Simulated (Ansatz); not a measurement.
A relaxed cell of CoSi4Ru3 is given with its symmetry left out. The cell was found from a structure generator's guess, not taken from experiment.

All numbers below come from Ansatz 0.2.0, DFT PBE, scalar-relativistic, plane waves, PAW. Cutoff 420 eV, Γ-centred mesh, Gaussian smearing, collinear spin.

```cif
data_structure
_symmetry_space_group_name_H-M 'P 1'
_symmetry_Int_Tables_number 1
_cell_length_a 5.7952
_cell_length_b 5.7952
_cell_length_c 2.9241
_cell_angle_alpha 90.000
_cell_angle_beta 90.000
_cell_angle_gamma 90.000
_cell_volume 98.20
loop_
_atom_site_label
_atom_site_type_symbol
_atom_site_fract_x
_atom_site_fract_y
_atom_site_fract_z
_atom_site_occupancy
Co1 Co 0.50000 0.50000 0.00000 1
Si1 Si 0.74464 0.74464 0.50000 1
Si2 Si 0.74464 0.25536 0.50000 1
Si3 Si 0.25536 0.74464 0.50000 1
Si4 Si 0.25536 0.25536 0.50000 1
Ru1 Ru 0.00000 0.00000 0.00000 1
Ru2 Ru 0.00000 0.50000 0.00000 1
Ru3 Ru 0.50000 0.00000 0.00000 1
```

Energies over the elements count from the elements' standard structures at the same level, with no fitted energy shifts.

Q: What space group does it have?

A: P4/mmm (No. 123). Conventional cell: a = 5.795 Å, c = 2.924 Å. Co is surrounded by 8 Si at 2.48 Å, 4 Ru at 2.90 Å and 2 Co at 2.92 Å; Si has 2 Co at 2.48 Å, 6 Ru at 2.52–2.55 Å and 6 Si at 2.84–2.96 Å; around Ru on a site of symmetry 4/mmm lie 8 Si at 2.55 Å and 6 Ru at 2.90–2.92 Å; Ru on a site of symmetry mmm has 8 Si at 2.52 Å, 2 Co at 2.90 Å and 4 Ru at 2.90–2.92 Å.

Q: How far does it lie from the elements in energy?

A: −0.53 eV/atom. It lies below the elements, which doesn't yet make it stable against other compounds or structures.

Q: Is it a metal?

A: Yes, bands cross the Fermi level on the 8×8×12 mesh.

Q: Which magnetic moments does it keep?

A: 0.09 μB per atom net, the space between the atoms included; by site: Co 0.6 μB.

The last run used collinear spin, an 8×8×12 mesh (in the run's order of axes) for its 8-atom cell and Gaussian smearing of 0.10 eV. Another magnetic order may lie lower. A later test with randomly moved atoms came back to the same energy, though modes that don't fit the test's cell weren't probed.
